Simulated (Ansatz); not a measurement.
**Relaxing a structure of CeO2**

The start is a generated cell, CeO2 placed in the fluorite structure type. The cell and all atomic positions are relaxed at zero pressure with r2SCAN (plane waves to 500 eV, PAW, scalar-relativistic; Ansatz, a first-principles code). The first steps use a coarse 7×7×7 k-mesh.

The start:
```yaml
crystal:
  lattice:
    - [0.00000, 2.77329, 2.77329]
    - [2.77329, 0.00000, 2.77329]
    - [2.77329, 2.77329, 0.00000]
  atoms:
    - { symbol: Ce, position: [0.00000, 0.00000, 0.00000] }
    - { symbol: O, position: [0.25000, 0.25000, 0.25000] }
    - { symbol: O, position: [0.75000, 0.75000, 0.75000] }
```
Spin-polarised start, with parallel moments on Ce.

Question: How large is the pressure on the unrelaxed cell, and of which sign?

Answer: -9.9 GPa (negative: the cell is under tension).

Question: How much energy is released per atom?

Answer: 0.03 eV/atom.

Question: How does the volume per atom move from start to end?

Answer: -5.8 %, from 14.22 to 13.40 Å³/atom.

Question: Is the relaxed structure metallic? Give its gap.

Answer: 2.16 eV, indirect (valence top at k = (0, 0.2727, -0.2727), conduction bottom at L) (no spin-orbit coupling).

Question: What magnetic moments remain?

Answer: Zero (the starting moments vanished).

Question: Give the final cell and atomic positions.

Answer: 
Space group Fm-3m (No. 225); a = b = c = 5.4378 Å, α = β = γ = 90.00°

| atom | site | symmetry | x | y | z |
|---|---|---|---|---|---|
| Ce | 4a | m-3m | 0.0000 | 0.0000 | 0.0000 |
| O | 8c | -43m | 0.2500 | 0.2500 | 0.2500 |
(The calculation used a cell of 3 atoms; values per cell refer to that cell.)

The space group stays Fm-3m (No. 225) (the run could not lower it); the end is fluorite type, with 3 atoms in the primitive cell. Final values are on a 11×11×11 k-mesh of the relaxed cell. No spin polarisation in the result: the starting moments vanished. No Hubbard U is applied. The f-shell occupation is the one the SCF fell into and was not checked against other states.

The run could not lose the symmetry of its start; a randomly shaken copy of 3 atoms returns to this structure.

All atoms sit on sites fixed by symmetry, so only the cell could relax.
